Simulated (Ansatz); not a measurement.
SnTePt:
```cif
data_Pt4Sn4Te4
_chemical_formula_sum 'Sn4 Te4 Pt4'
_space_group_name_H-M_alt 'P213'
_space_group_IT_number 198
_space_group_name_Hall 'P 2ac 2ab 3'
_cell_length_a 6.54427
_cell_length_b 6.54427
_cell_length_c 6.54427
_cell_angle_alpha 90.000
_cell_angle_beta 90.000
_cell_angle_gamma 90.000
loop_
_atom_site_label
_atom_site_type_symbol
_atom_site_symmetry_multiplicity
_atom_site_Wyckoff_symbol
_atom_site_fract_x
_atom_site_fract_y
_atom_site_fract_z
_atom_site_occupancy
Sn1 Sn 4 a 0.37387 0.37387 0.37387 1
Te1 Te 4 a 0.62678 0.62678 0.62678 1
Pt1 Pt 4 a 0.99665 0.99665 0.99665 1
```

Relaxed with r²SCAN.

Problem. Which orbitals make up the states near the band edges in the program Ansatz at the r²SCAN level (PAW)?

Solution. Top 1 eV of the valence band: Te 5p 47 %, Sn 5p 28 %, Pt 5d 13 %. Bottom 1 eV of the conduction band: Pt 5d 30 %, Te 5p 28 %, Sn 5p 17 %, Sn 5s 15 %. Projections are on Löwdin-orthogonalised atomic valence shells; empty p or d shells of many metals are not among them.

Problem. Tabulate the density of states.

Solution. States/eV per cell of 12 atoms, in 0.25 eV bins, energy from the valence-band maximum.

```
E (eV)  total  Pt 5d  Te 5p  Sn 5p
------  -----  -----  -----  -----
-7.90    3.42   0.42   0.48   0.16
-7.65    8.89   1.45   1.01   0.36
-7.40    4.38   0.82   0.40   0.10
-7.15    0.14   0.01   0.01   0.00
-6.90    0.00   0.00   0.00   0.00
-6.65    0.00   0.00   0.00   0.00
-6.40    0.00   0.00   0.00   0.00
-6.15    0.45   0.07   0.21   0.08
-5.90   11.07   2.61   4.75   1.71
-5.65   10.47   3.39   4.10   1.49
-5.40    9.15   3.52   3.47   1.37
-5.15   16.18   8.03   5.12   1.95
-4.90   15.43   9.42   4.34   1.07
-4.65    4.61   2.64   1.16   0.44
-4.40    6.83   3.70   1.56   0.81
-4.15    9.02   5.27   1.70   0.96
-3.90   11.83   7.82   1.68   1.24
-3.65   25.50  20.65   1.48   2.04
-3.40   23.14  20.76   0.69   0.82
-3.15   19.67  17.36   0.67   0.68
-2.90   11.57   8.40   1.04   0.97
-2.65   13.58   7.77   2.46   1.81
-2.40    5.47   2.34   1.58   1.01
-2.15    7.05   3.12   2.20   1.31
-1.90    9.94   3.63   3.66   1.86
-1.65    9.67   2.66   3.76   2.31
-1.40    7.19   1.63   2.99   1.88
-1.15    5.25   0.97   2.26   1.45
-0.90    8.99   1.38   4.22   2.41
-0.65    7.43   0.93   3.46   2.16
-0.40    4.93   0.55   2.34   1.41
-0.15    1.58   0.16   0.78   0.44
0.10     0.06   0.03   0.02   0.01
0.35     1.19   0.43   0.32   0.17
0.60     2.78   0.88   0.77   0.45
0.85     5.25   1.50   1.47   0.93
1.10     4.77   1.30   1.40   0.92
1.35     3.62   0.94   1.11   0.71
1.60     3.74   0.82   0.88   1.07
1.85     4.80   0.89   1.09   1.66
2.10     5.56   0.73   0.99   2.62
2.35     2.53   0.36   0.41   1.21
2.60     5.64   0.77   1.01   2.71
2.85     7.04   0.89   1.26   3.61
3.10     6.80   0.80   1.36   3.47
3.35     7.38   0.81   1.83   3.46
3.60     7.86   0.71   1.94   3.65
3.85     8.93   0.66   1.87   4.46
4.10     3.40   0.24   0.68   1.71
4.35     4.74   0.31   0.87   2.53
4.60     5.68   0.34   1.06   3.04
4.85     5.29   0.26   0.97   2.44
```

Space group P2_13. The first step of the workflow began from a Materials Project structure, measured or hypothetical; the Crystallography Open Database copy checked does not list it. Whether it is the stable phase at ambient conditions was not checked. The cell was relaxed with r²SCAN under the symmetry of its start; its stability against distortions is not shown here. No spin polarisation was allowed. Scalar-relativistic: spin–orbit coupling is off unless named, which matters more the heavier the elements.

Potentials: the later of the program's two PAW sets.
